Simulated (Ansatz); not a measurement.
## Ansatz run, CsAsH$_{2}$O$_{4}$

input.yaml (Ansatz 0.2.0)

```yaml
crystal:
  lattice:
    - [0.0, 5.60984955, 3.97635918]
    - [5.81851999, 0.0, 3.97635918]
    - [5.81851999, 5.60984955, 0.0]
  atoms:
    - { symbol: As, position: [0.0, 0.0, 0.0] }
    - { symbol: As, position: [0.25, 0.25, 0.25] }
    - { symbol: Cs, position: [0.4877, 0.4877, 0.5123] }
    - { symbol: Cs, position: [0.7377, 0.7377, 0.7623] }
    - { symbol: H, position: [0.0863, 0.6463, 0.2731] }
    - { symbol: H, position: [0.6463, 0.0863, 0.9943] }
    - { symbol: H, position: [0.2557, 0.9769, 0.6037] }
    - { symbol: H, position: [0.9769, 0.2557, 0.1637] }
    - { symbol: O, position: [0.9779, 0.2729, 0.9659] }
    - { symbol: O, position: [0.2729, 0.9779, 0.7833] }
    - { symbol: O, position: [0.4667, 0.2841, 0.9771] }
    - { symbol: O, position: [0.2841, 0.4667, 0.2721] }
    - { symbol: O, position: [0.969, 0.7852, 0.2702] }
    - { symbol: O, position: [0.7852, 0.969, 0.9756] }
    - { symbol: O, position: [0.2744, 0.9798, 0.4648] }
    - { symbol: O, position: [0.9798, 0.2744, 0.281] }
  symmetry: { tolerance: 0.0003 }
kpoints:
  mp_grid: { grid: [5, 5, 5], shift: [0, 0, 0] }
magnetization:
  spin_polarized: false
scf:
  occupations: { method: fermi_dirac }
  lower_state_search: "off"
  max_iter: 200
hamiltonian:
  pseudopotentials: { kind: paw }
  xc: r2scan
basis:
  ecutwfc: 500
  fft_grid_basis: typed
output:
  forces: true
  stress: true
  eigenvalues: true
  bader: true
  populations: true
  elf: true
  write_potential: true
  volumetric_format: npy
  dos:
    e_range: [-12, 8]
    de: 0.05
    projected: { site_lists: { As: [As], Cs: [Cs], H: [H], O: [O] } }
checkpoint:
  read: saved_state
```

The saved state is an earlier solution for the same cell, perhaps on another mesh. 

Parts of the output:

```
Pseudopotentials: kind: paw
Pseudopotential: As, paw, valence charge 15, recommended cutoff 500 eV (meta_gga), As.paw.azcp
Pseudopotential: Cs, paw, valence charge 9, recommended cutoff 500 eV (meta_gga), Cs.paw.azcp
Pseudopotential: H, paw, valence charge 1, recommended cutoff 500 eV (meta_gga), H.paw.azcp
Pseudopotential: O, paw, valence charge 6, recommended cutoff 500 eV (meta_gga), O.paw.azcp
Functional definition: r2SCAN
  exchange = r2scan_x(k0 = k0, k1 = k1, a1 = a1)
  correlation = r2scan_c
Crystal: 16 atoms, lattice volume = 259.585 Å³
Basis set: ecut = 500 eV, 6603 PW (Γ), exchange–correlation on 216×216×240 points (64 copies of the dense FFT grid, shifted against one another)
Bands: 66, of which v1, the nominal top of the filled ones, is band 50 counted from 1 (49 counted from 0)
Symmetry: 4 space group operations
Space group: Fdd2 (ITA 43), of the structure as read, at distance tolerance 1.9e-3 Å
k-points: 27 of 125 (time reversal used)
Initial density: read from a saved state, or passed on in memory by an earlier SCF of this step, an earlier step, the calling program or the single point that the run made first
Functional: x = r2scan, c = r2scan; τ floored in thin density (d = 2e-4 eV/Å³)
SCF iter   1: F=-25715.5909 eV  Δρ=6.86e-4  dr2=5.39e-4  dr2_τ=5.18e-4
SCF iter   2: F=-25715.5911 eV  Δρ=3.39e-4  dr2=1.18e-4  dr2_τ=1.38e-4
SCF iter   3: F=-25715.5911 eV  Δρ=1.38e-4  dr2=3.48e-5  dr2_τ=1.87e-5
SCF iter   4: F=-25715.5911 eV  Δρ=3.57e-5  dr2=3.21e-6  dr2_τ=7.33e-7
SCF iter   5: F=-25715.5911 eV  Δρ=2.00e-5  dr2=4.85e-7  dr2_τ=3.84e-7
SCF iter   6: F=-25715.5911 eV  Δρ=3.86e-6  dr2=2.50e-8  dr2_τ=1.02e-8
Free energy (F): -25715.5911 eV
Harris-Foulkes:  -25715.5911 eV  (|F-HF|=6.13e-8)
Internal energy: -25715.5911 eV  (E = F + TS)
E sigma→0 (E₀):  -25715.5911 eV
Fermi energy:    4.4348 eV
--- Per-component energies (eV) ---
  E_band       = -1121.1267
  E_kinetic    = 1950.3507
  E_local      = -10869.2036  (includes V_loc(G=0)·N_el)
  E_nonlocal   = -882.2704
  E_hartree    = 4928.8071
  E_xc         = -1091.4949
  E_vxc        = -1340.1615  (∫ρ·V_xc dr)
  E_paw        = -15178.4691  (= ΣΔE_a)
  E_vpaw       = 78.8179  (= ΣTr[D̂ρ^β])
  E_aug_tail   = 0.0066  (compensation charges beyond the density's cutoff)
  E_vtau       = 83.7187  (kinetic-family band-sum trace: ∫τ·v_τ [+ j·A + Jᵃ·Aᵃ] dr)
  E_ewald      = -4570.2469
  E_core_change = -3.0706  (= ΣΔE_core)
  E_smearing   =  0.0000  (= −TS)
--- Stress (GPa, compression-positive) ---
       -5.9891       0.0000       0.0000
        0.0000       0.6582       0.0000
        0.0000       0.0000      -2.1654
  P = ⅓ Tr σ = -2.4988 GPa (-24.988 kbar)
--- Löwdin populations: 16 sites ---
  site symbol       q [e]
     0     As     13.0468
     1     As     13.0468
     2     Cs      8.1265
     3     Cs      8.1265
     4      H      0.6166
     5      H      0.6166
     6      H      0.6166
     7      H      0.6166
     8      O      6.8512
     9      O      6.8512
    10      O      6.8512
    11      O      6.8512
    12      O      6.7574
    13      O      6.7574
    14      O      6.7574
    15      O      6.7574
  spilling = 0.0075 (of n_electrons = 100.0000)
--- Bader charges: 16 sites ---
  site symbol  charge [e]  shift [e]
     0     As      2.7546     0.0262
     1     As      2.7546     0.0262
     2     Cs      0.9111     0.0000
     3     Cs      0.9111     0.0000
     4      H      0.6589     0.0003
     5      H      0.6589     0.0003
     6      H      0.6590     0.0003
     7      H      0.6590     0.0003
     8      O     -1.2208     0.0075
     9      O     -1.2208     0.0075
    10      O     -1.2208     0.0075
    11      O     -1.2208     0.0075
    12      O     -1.2710     0.0059
    13      O     -1.2710     0.0059
    14      O     -1.2711     0.0059
    15      O     -1.2710     0.0059
```

Total energies depend on the potentials used, so only differences within one code and one set of settings carry meaning.

Origin: a database entry at a rescaled volume. Caveats: forces this large suggest misplaced atoms in the database entry; atoms or cell far from equilibrium.
